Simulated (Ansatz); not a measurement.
The elements of this relaxed trial crystal are hidden behind letters.

```
lattice vectors (Å)
   0.0000    3.2660    3.2660
   3.2660    0.0000    3.2660
   3.2660    3.2660    0.0000
fractional positions
X 0.5000 0.5000 0.5000
Z 0.7500 0.7500 0.7500
Z 0.2500 0.2500 0.2500
```

All numbers below come from Ansatz 0.2.0, DFT PBE+D3(BJ), scalar-relativistic, plane waves, PAW. Settings of the last relaxation (3-atom cell): 420 eV, 12×12×12 k points, Gaussian smearing of 0.10 eV, no spin polarisation.

| Property | Result |
| --- | --- |
| Space group | Fm-3m (No. 225) |
| Conventional cell | a = 6.532 Å |
| Volume per atom | 23.23 Å³ |
| Density | 5.97 g/cm³ |
| Formation energy | −0.22 eV/atom |
| Gap on the 12×12×12 mesh of the 3-atom cell | 0 eV (a metal) |

Energies are uncorrected and count from the elements' standard states at the same level.

Problem. X is an s-block element of period 2 and Z is a p-block element of period 5. Which elements are they?

Solution. X = Li, Z = Sb, so the formula is LiSb2, here in the fluorite type. Density times volume gives a mean mass of 5.97 × 23.23/1.6605 = 83.5 u per atom, and this set has 83.5 u. Among the elements that the hints allow, noble gases aside, only these give it. Around Li lie 8 Sb at 2.83 Å; around Sb lie 4 Li at 2.83 Å and 6 Sb at 3.27 Å.

The end has R-3m (No. 166) at a tolerance of 0.01 Å; the cell shown is made exact in the group found at 0.05 Å. These runs have no spin–orbit coupling, which can matter for Sb. A structure relaxed within its symmetry needn't be a true minimum.
